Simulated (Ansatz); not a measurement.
The relaxed structure here is a generated cell of Zn: the first start was made by placing the elements on the sites of a structure type, and the end was not matched to a known phase here, so it may be hypothetical. Known forms of Zn include space group No. 194.

One starting cell of Zn (a generated cell, Zn built in the beta-W structure type) was relaxed twice with Ansatz (plane waves, PAW, scalar-relativistic): with r2SCAN at 500 eV and with PBE at 420 eV. The r2SCAN result:

```yaml
crystal:
  lattice:
    - [4.87691, 0.00000, 0.00000]
    - [0.00000, 4.87691, 0.00000]
    - [0.00000, 0.00000, 4.87691]
  atoms:
    - { symbol: Zn, position: [0.25000, 0.00000, 0.50000] }
    - { symbol: Zn, position: [0.75000, 0.00000, 0.50000] }
    - { symbol: Zn, position: [0.00000, 0.50000, 0.25000] }
    - { symbol: Zn, position: [0.00000, 0.50000, 0.75000] }
    - { symbol: Zn, position: [0.50000, 0.25000, 0.00000] }
    - { symbol: Zn, position: [0.50000, 0.75000, 0.00000] }
    - { symbol: Zn, position: [0.00000, 0.00000, 0.00000] }
    - { symbol: Zn, position: [0.50000, 0.50000, 0.50000] }
```

```csv
quantity,r2SCAN,PBE
space group,Pm-3n,Pm-3n
volume (Å³/atom),14.50,[?]
a (Å),4.877,[?]
"gap (eV, no spin-orbit coupling)",0.00,[?]
```

Q: Fill in the PBE column.

A: 
- volume (Å³/atom), PBE: 15.36
- a (Å), PBE: 4.971
- gap (eV, no spin-orbit coupling), PBE: 0.00

Both levels end in the same structure; PBE's volume is 5.9 % larger. Neither column is exact.

No spin polarisation in the result.

The run could not lose the symmetry of its start: the end is stationary, and may be a saddle point rather than a minimum.

All atoms sit on sites fixed by symmetry, so only the cell could relax.

Ansatz is an electronic-structure program.
